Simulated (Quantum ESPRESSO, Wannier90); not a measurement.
## TiO2 (Pbcn), plane waves to Wannier functions

Structure: Materials Project mp-1439, symmetrised, not relaxed again. Not found in the COD (Crystallography Open Database) copy used, which has the formula in other groups; not checked further. Level: PBEsol, no spin polarisation, no spin-orbit coupling; pw.x of Quantum ESPRESSO at 68 Ry with PseudoDojo potentials, 4×4×4 k-points, Wannier90. Density: 8×6×6 mesh, cold smearing 0.01 Ry.

On the energy scale of pw.x, whose zero is arbitrary, the valence-band maximum lies at 8.88 eV.

Input w.win:

```
num_bands = 8
num_wann = 8
exclude_bands = 1-16,25-96
num_iter = 1000
conv_tol = 1.0e-6
conv_window = 4
write_hr = true
write_u_matrices = true
auto_projections = true
begin unit_cell_cart
ang
    4.5453500000    0.0000000000    0.0000000000
    0.0000000000    5.5196200000    0.0000000000
    0.0000000000    0.0000000000    4.9092000000
end unit_cell_cart
begin atoms_frac
Ti   0.5000000000 -0.3270100000 -0.2500000000
Ti   0.5000000000  0.3270100000  0.2500000000
Ti   0.0000000000 -0.1729900000  0.2500000000
Ti   0.0000000000  0.1729900000 -0.2500000000
O   -0.2714500000 -0.3817200000  0.0813500000
O    0.2714500000  0.3817200000 -0.0813500000
O   -0.2285500000 -0.1182800000 -0.4186500000
O    0.2285500000  0.1182800000  0.4186500000
O    0.2285500000 -0.1182800000 -0.0813500000
O   -0.2285500000  0.1182800000  0.0813500000
O    0.2714500000 -0.3817200000  0.4186500000
O   -0.2714500000  0.3817200000 -0.4186500000
end atoms_frac
mp_grid = 4 4 4
begin kpoints
0.0000000000 0.0000000000 0.0000000000
0.0000000000 0.0000000000 0.2500000000
0.0000000000 0.0000000000 0.5000000000
... (61 more lines: the 4x4x4 mesh through Gamma)
end kpoints
```

Input of pw2wannier90.x that gives the overlap and projection files (equivalent; here they were cut from one run over all bands):

```
&inputpp
  outdir = './out'
  prefix = 'pwscf'
  seedname = 'w'
  write_amn = .true.
  write_mmn = .true.
  atom_proj = .true.
  atom_proj_exclude = 1 2 3 4 5 6 7 8 9 10 11 12 13 14 15 16 17 18 19 20 21 22 23 24 25 26 27 28 29 30 31 32 33 34 35 36 37 38 39 40 42 43 44 46 47 48 50 51 52 54 55 56 58 59 60 62 63 64 66 67 68 70 71 72
/
```

Output w.wout (banner and timings cut):

```
                                    ------
                                    SYSTEM
                                    ------

                              Lattice Vectors (Ang)
                    a_1     4.545350   0.000000   0.000000
                    a_2     0.000000   5.519620   0.000000
                    a_3     0.000000   0.000000   4.909200

                   Unit Cell Volume:     123.16498  (Ang^3)

                        Reciprocal-Space Vectors (Ang^-1)
                    b_1     1.382333   0.000000   0.000000
                    b_2     0.000000   1.138337   0.000000
                    b_3     0.000000   0.000000   1.279880

 *----------------------------------------------------------------------------*
 |   Site       Fractional Coordinate          Cartesian Coordinate (Ang)     |
 +----------------------------------------------------------------------------+
 | ti   1   0.50000  -0.32701  -0.25000   |    2.27268  -1.80497  -1.22730    |
 | ti   2   0.50000   0.32701   0.25000   |    2.27268   1.80497   1.22730    |
 | ti   3   0.00000  -0.17299   0.25000   |    0.00000  -0.95484   1.22730    |
 | ti   4   0.00000   0.17299  -0.25000   |    0.00000   0.95484  -1.22730    |
 | o    1  -0.27145  -0.38172   0.08135   |   -1.23384  -2.10695   0.39936    |
 | o    2   0.27145   0.38172  -0.08135   |    1.23384   2.10695  -0.39936    |
 | o    3  -0.22855  -0.11828  -0.41865   |   -1.03884  -0.65286  -2.05524    |
 | o    4   0.22855   0.11828   0.41865   |    1.03884   0.65286   2.05524    |
 | o    5   0.22855  -0.11828  -0.08135   |    1.03884  -0.65286  -0.39936    |
 | o    6  -0.22855   0.11828   0.08135   |   -1.03884   0.65286   0.39936    |
 | o    7   0.27145  -0.38172   0.41865   |    1.23384  -2.10695   2.05524    |
 | o    8  -0.27145   0.38172  -0.41865   |   -1.23384   2.10695  -2.05524    |
 *----------------------------------------------------------------------------*
                                ------------
                                K-POINT GRID
                                ------------

             Grid size =  4 x  4 x  4      Total points =   64

 *---------------------------------- MAIN ------------------------------------*
 |  Number of Wannier Functions               :                 8             |
 |  Number of Objective Wannier Functions     :                 8             |
 |  Number of input Bloch states              :                 8             |
 |  Output verbosity (1=low, 5=high)          :                 1             |
 |  Timing Level (1=low, 5=high)              :                 1             |
 |  Optimisation (0=memory, 3=speed)          :                 3             |
 |  Length Unit                               :               Ang             |
 |  Post-processing setup (write *.nnkp)      :                 F             |
 |  Using Gamma-only branch of algorithms     :                 F             |
 *----------------------------------------------------------------------------*
 *------------------------------- WANNIERISE ---------------------------------*
 |  Total number of iterations                :              1000             |
 |  Number of CG steps before reset           :                 5             |
 |  Trial step length for line search         :             2.000             |
 |  Convergence tolerence                     :         0.100E-05             |
 |  Convergence window                        :                 4             |
 |  Iterations between writing output         :                 1             |
 |  Iterations between backing up to disk     :               100             |
 |  Write r^2_nm to file                      :                 F             |
 |  Write xyz WF centres to file              :                 F             |
 |  Write on-site energies <0n|H|0n> to file  :                 F             |
 |  Use guiding centre to control phases      :                 F             |
 |  Use phases for initial projections        :                 F             |
 *----------------------------------------------------------------------------*
 *-------------------------------- PLOTTING ----------------------------------*
 |  Plotting Hamiltonian in WF basis          :                 T             |
 *----------------------------------------------------------------------------*

 *---------------------------------- K-MESH ----------------------------------*
 +----------------------------------------------------------------------------+
 |                    Distance to Nearest-Neighbour Shells                    |
 |                    ------------------------------------                    |
 |          Shell             Distance (Ang^-1)          Multiplicity         |
 |          -----             -----------------          ------------         |
 |             1                   0.284584                      2            |
 |             2                   0.319970                      2            |
 |             3                   0.345583                      2            |
 |             4                   0.428216                      4            |
 |             5                   0.447678                      4            |
 |             6                   0.470965                      4            |
 |             7                   0.550270                      8            |
 |             8                   0.569168                      2            |
       ... (lines left out)
 +----------------------------------------------------------------------------+
 | The b-vectors are chosen automatically                                     |
 | The following shells are used:                       1,  2,  3             |
 +----------------------------------------------------------------------------+
 |                        Shell   # Nearest-Neighbours                        |
 |                        -----   --------------------                        |
 |                          1               2                                 |
 |                          2               2                                 |
 |                          3               2                                 |
 +----------------------------------------------------------------------------+
 | Completeness relation is fully satisfied [Eq. (B1), PRB 56, 12847 (1997)]  |
 +----------------------------------------------------------------------------+
 |                  b_k Vectors (Ang^-1) and Weights (Ang^2)                  |
 |                  ----------------------------------------                  |
 |            No.         b_k(x)      b_k(y)      b_k(z)        w_b           |
 |            ---        --------------------------------     --------        |
 |             1         0.000000    0.284584    0.000000     6.173744        |
 |             2         0.000000   -0.284584    0.000000     6.173744        |
 |             3         0.000000    0.000000    0.319970     4.883731        |
 |             4         0.000000    0.000000   -0.319970     4.883731        |
 |             5         0.345583    0.000000    0.000000     4.186633        |
 |             6        -0.345583    0.000000    0.000000     4.186633        |
 +----------------------------------------------------------------------------+
 |                           b_k Directions (Ang^-1)                          |
 |                           -----------------------                          |
 |            No.           x           y           z                         |
 |            ---        --------------------------------                     |
 |             1         0.000000    0.284584    0.000000                     |
 |             2         0.000000    0.000000    0.319970                     |
 |             3         0.345583    0.000000    0.000000                     |
 +----------------------------------------------------------------------------+

 Starting a new Wannier90 calculation ...

 Reading overlaps from w.mmn

 Reading projections from w.amn

 *------------------------------- WANNIERISE ---------------------------------*
 +--------------------------------------------------------------------+<-- CONV
 | Iter  Delta Spread     RMS Gradient      Spread (Ang^2)            |<-- CONV
 +--------------------------------------------------------------------+<-- CONV

 ------------------------------------------------------------------------------
 Initial State
  WF centre and spread    1  ( -1.247144, -2.090480,  0.397196 )     0.63420065
  WF centre and spread    2  (  1.247144,  2.090480, -0.397196 )     0.63420065
  WF centre and spread    3  ( -1.025527, -0.669330, -2.057405 )     0.63420037
  WF centre and spread    4  (  1.025527,  0.669330,  2.057405 )     0.63420037
  WF centre and spread    5  (  1.025527, -0.669330, -0.397195 )     0.63420037
  WF centre and spread    6  ( -1.025527,  0.669330,  0.397195 )     0.63420037
  WF centre and spread    7  (  1.247144, -2.090480,  2.057404 )     0.63420065
  WF centre and spread    8  ( -1.247144,  2.090480, -2.057404 )     0.63420065
  Sum of centres and spreads ( -0.000000, -0.000000, -0.000000 )     5.07360408

      0     0.507E+01     0.0000000000        5.0736040752  <-- CONV
        O_D=      0.0000060 O_OD=      0.0028385 O_TOT=      5.0736041 <-- SPRD
 ------------------------------------------------------------------------------
      1    -0.256E-04     0.0046613888        5.0735784255  <-- CONV
        O_D=      0.0000065 O_OD=      0.0028123 O_TOT=      5.0735784 <-- SPRD
      2    -0.879E-05     0.0032576831        5.0735696310  <-- CONV
        O_D=      0.0000057 O_OD=      0.0028044 O_TOT=      5.0735696 <-- SPRD
      3    -0.118E-05     0.0015176038        5.0735684548  <-- CONV
        O_D=      0.0000055 O_OD=      0.0028034 O_TOT=      5.0735685 <-- SPRD
      4    -0.216E-06     0.0007825958        5.0735682388  <-- CONV
        O_D=      0.0000055 O_OD=      0.0028032 O_TOT=      5.0735682 <-- SPRD
      5    -0.218E-07     0.0002804837        5.0735682169  <-- CONV
        O_D=      0.0000055 O_OD=      0.0028032 O_TOT=      5.0735682 <-- SPRD
      6    -0.873E-08     0.0001524115        5.0735682082  <-- CONV
        O_D=      0.0000055 O_OD=      0.0028032 O_TOT=      5.0735682 <-- SPRD
      7    -0.213E-08     0.0000985911        5.0735682061  <-- CONV
        O_D=      0.0000055 O_OD=      0.0028032 O_TOT=      5.0735682 <-- SPRD
             <<<     Delta < 1.000E-06  over  4 iterations     >>>
             <<< Wannierisation convergence criteria satisfied >>>
 Final State
  WF centre and spread    1  ( -1.247142, -2.090475,  0.397201 )     0.63419616
  WF centre and spread    2  (  1.247142,  2.090475, -0.397201 )     0.63419616
  WF centre and spread    3  ( -1.025530, -0.669335, -2.057399 )     0.63419589
  WF centre and spread    4  (  1.025530,  0.669335,  2.057399 )     0.63419589
  WF centre and spread    5  (  1.025530, -0.669335, -0.397201 )     0.63419589
  WF centre and spread    6  ( -1.025530,  0.669335,  0.397201 )     0.63419589
  WF centre and spread    7  (  1.247142, -2.090475,  2.057399 )     0.63419616
  WF centre and spread    8  ( -1.247142,  2.090475, -2.057399 )     0.63419616
  Sum of centres and spreads ( -0.000000, -0.000000, -0.000000 )     5.07356821

         Spreads (Ang^2)       Omega I      =     5.070759555
        ================       Omega D      =     0.000005469
                               Omega OD     =     0.002803182
    Final Spread (Ang^2)       Omega Total  =     5.073568206
```
